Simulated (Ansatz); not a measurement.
An element in the diamond structure gives these cold pressures by all-electron LAPW under PBE (Ansatz 0.2.0, scalar-relativistic, no spin polarisation).

```tsv
V (Å³/atom)	P (GPa)
20.45	0.00
18.00	14.81
15.95	36.7
13.91	74.2
11.86	140.8
10.23	233.5
8.80	370.0
```

Problem. Which element is it?

Solution. Si. Its zero-pressure volume in this structure is near 20.5 Å³/atom; the volume and the steepness of P(V) together point to it, though neighbours can come close. This is the case that was computed; others weren't tested.
